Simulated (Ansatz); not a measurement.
# What DFT gives for AlRu (Pm-3m)

Conventional cell: a = 2.977 Å, b = 2.977 Å, c = 2.977 Å, α = 90.00°, β = 90.00°, γ = 90.00°. Al (atom 1) is surrounded by 8 Ru at 2.58 Å. Ru (atom 2) is surrounded by 8 Al at 2.58 Å.

Ansatz runs use the cell relaxed by PAW under their functional.

Task: What do its conduction electrons give? (PBEsol, all-electron LAPW in Ansatz 0.2.0, scalar-relativistic; a = 2.977 Å; k mesh 14×14×14, fine mesh 20×20×20, Fermi-Dirac smearing of 0.050 eV, basis error target 1 meV/atom)

Result: Fermi-surface sums: N(E_F) = 0.79 states/eV/atom, ħω_p (r.m.s. of x, y, z) = 8.0 eV, Fermi speed = 0.57×10⁶ m/s.

Task: How stiff is it? (PBEsol, all-electron LAPW in Ansatz 0.2.0, scalar-relativistic; a = 2.977 Å; k mesh 14×14×14, strains of ±0.008, Fermi-Dirac smearing of 0.100 eV, basis error target 1 meV/atom)

Result: Elastic moduli (Hill averages, relaxed ions; θ_D from sound speeds over directions): B = 218 GPa, G = 114 GPa, C11 = 335 GPa, C44 = 135 GPa, ν = 0.278, θ_D = 525 K.

Task: How does it vibrate? (PBEsol, all-electron LAPW in Ansatz 0.2.0, scalar-relativistic; a = 2.977 Å; k mesh 12×12×12, Fermi-Dirac smearing of 0.100 eV, basis error target 1 meV/atom; q mesh 2×2×2)

Result: Harmonic phonons by finite displacements (negative means unstable): highest mode = 361 cm⁻¹, lowest at X = 165 cm⁻¹, lowest at M = 113 cm⁻¹, lowest at R = 198 cm⁻¹, highest at Γ = 321 cm⁻¹.

Keep in mind: these sums move with the mesh, by several per cent and more for small sheets (Fermi surface); responses of metals move with mesh and smearing (moduli, phonons).
